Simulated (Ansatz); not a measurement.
Given:

TaP2:
```xyz
6
Lattice="1.6679 -5.7252 0.0000 1.6679 5.7252 0.0000 0.0000 0.0000 5.0463" Properties=species:S:1:pos:R:3 pbc="T T T"
Ta     1.6679    -4.6954     2.5252
Ta     1.6679     4.6954     0.0021
P      1.6679    -0.8345     1.9102
P      1.6679     0.8345     4.4333
P      1.6679     2.2868     0.9894
P      1.6679    -2.2868     3.5126
```

This is the r²SCAN-relaxed structure.

All from r²SCAN (plane waves, PAW; program Ansatz), unless another level is named. Predict the electronic character.

metallic (no gap).

Give the formation energy from the elements (no fitted shifts).

-0.66 eV/atom.

Give the density of states at the Fermi level.

0.57 states/eV per atom (mean over ±0.08 eV).

Space group Cmc2_1. The start of the workflow was typed in or built on a structure type; neither database checked (COD, Materials Project) lists it. Its standing as an ambient phase is unchecked. Symmetry was held in the r²SCAN relaxation; its stability against distortions is not shown here. No spin polarisation was allowed. The references are the lowest solids computed at this level, not always the standard phases. Spin–orbit coupling is left out wherever it is not named.

Potentials: the earlier of the program's two PAW sets. The files were generated under PBE; for other functionals the program regenerates the frozen cores, and for LDA and PBEsol the local potential too.
